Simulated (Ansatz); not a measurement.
A geometry of AlNi away from equilibrium: step 4 of the relaxation of a relaxed AlNi cell, doubled along one cell vector, shaken by Gaussian noise of σ = 0.08 Å a coordinate. Calculation: PBEsol (plane waves to 420 eV, PAW, scalar-relativistic; Ansatz, a first-principles code). Γ-centred k-mesh 4×7×7 on the run's cell (coarser than for final values), Fermi–Dirac smearing 0.05 eV. The plane waves were selected for a different cell earlier on the path.

```xyz
12
Lattice="8.9525 -0.0221 -0.0162 -0.0111 4.4899 -0.0521 -0.0087 -0.0557 4.6886" Properties=species:S:1:pos:R:3 pbc="T T T"
Al     2.3820     2.6525     2.1419
Al     5.8988     2.1739     2.2451
Al     0.0221    -0.0242     0.0220
Al     4.4476     0.1712     0.1727
Al     2.3476     1.7705    -0.2402
Al     6.8571     2.2992    -0.1325
Ni     2.2518    -0.4961     0.2967
Ni     6.6895     0.0217    -0.2812
Ni     0.1594     2.2826    -0.0990
Ni     4.5991     2.4565    -0.2376
Ni     0.1246    -0.2072     2.3638
Ni     4.5231    -0.3519     2.5148
```

Q: Give the Cartesian forces on all atoms (eV/Å).

A: 
```tsv
atom	Fx	Fy	Fz
Al1	-0.18	1.20	0.50
Al2	-1.33	-0.44	-0.32
Al3	-0.31	1.14	0.16
Al4	-0.10	1.00	0.77
Al5	0.27	-1.62	-0.49
Al6	1.28	-0.34	0.55
Ni7	-0.17	-0.65	0.29
Ni8	-0.45	0.41	-1.04
Ni9	0.46	-0.29	-0.12
Ni10	0.11	0.21	-0.48
Ni11	0.55	-0.44	0.07
Ni12	-0.13	-0.19	0.11
```

The path ends in P1 (No. 1). No spin polarisation in the result. A magnetic state may lie lower.

The end of the path is a generated cell of AlNi: the first start was made by a random draw of sites in a space group, and the end was not matched to a known phase here, so it may be hypothetical. Known forms of AlNi include space group No. 221.
